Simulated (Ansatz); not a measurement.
An Ansatz (an electronic-structure program) input:

Ansatz 0.2 input:
```yaml
crystal:
  lattice:
    - [0.0, 4.7827863961, 4.7827863961]
    - [4.7827863961, 0.0, 4.7827863961]
    - [4.7827863961, 4.7827863961, 0.0]
  atoms:
    - { symbol: Rb, position: [0.75, 0.75, 0.75] }
    - { symbol: Rb, position: [0.25, 0.25, 0.25] }
    - { symbol: Rb, position: [0.5, 0.5, 0.5] }
    - { symbol: Y, position: [0.0, 0.0, 0.0] }
    - { symbol: F, position: [0.7744597279, 0.2255402721, 0.2255402721] }
    - { symbol: F, position: [0.2255402721, 0.7744597279, 0.7744597279] }
    - { symbol: F, position: [0.2255402721, 0.7744597279, 0.2255402721] }
    - { symbol: F, position: [0.7744597279, 0.2255402721, 0.7744597279] }
    - { symbol: F, position: [0.2255402721, 0.2255402721, 0.7744597279] }
    - { symbol: F, position: [0.7744597279, 0.7744597279, 0.2255402721] }
kpoints:
  mp_grid: { grid: [4, 4, 4] }
  band_path:
    path:
      - [[0.0, 0.0, 0.0], [0.5, 0.0, 0.5], [0.625, 0.25, 0.625]]  # Γ-X-U
      - [[0.375, 0.375, 0.75], [0.0, 0.0, 0.0], [0.5, 0.5, 0.5], [0.5, 0.25, 0.75], [0.5, 0.0, 0.5]]  # K-Γ-L-W-X
      - [VBM, CBM]
    npoints: 12
hamiltonian:
  xc: r2scan
  pseudopotentials: { kind: paw }
magnetization: { noncollinear: true, spin_orbit: true }
scf:
  n_extra_bands: 20
  convergence: { dr2_threshold: 0.0000000001 }
  occupations: { method: gaussian, width: 0.01 }
checkpoint: { write: soc.run }
output: { eigenvalues: true }
```

### Question
How many symmetry operations and irreducible k-points will the run report?

### Answer
48 operations, 8 of 64 k-points.

### Question
With a cutoff of 500 eV, how many plane waves at Γ?

### Answer
5601.

It took around 12 core-minutes (rough) on shared server cores.

Space group Fm-3m. The workflow started from a Materials Project entry (that database holds measured and hypothetical structures alike); the Crystallography Open Database copy checked does not list it. COD files the formula under space group No. 139, so this cell is another polymorph or a model. Whether it is the stable phase at ambient conditions was not checked. The cell was relaxed with r²SCAN under the symmetry of its start; its stability against distortions is not shown here. The run is not spin-polarised.

Potentials: the later of the program's two PAW sets.

Ansatz is a plane-wave DFT program.
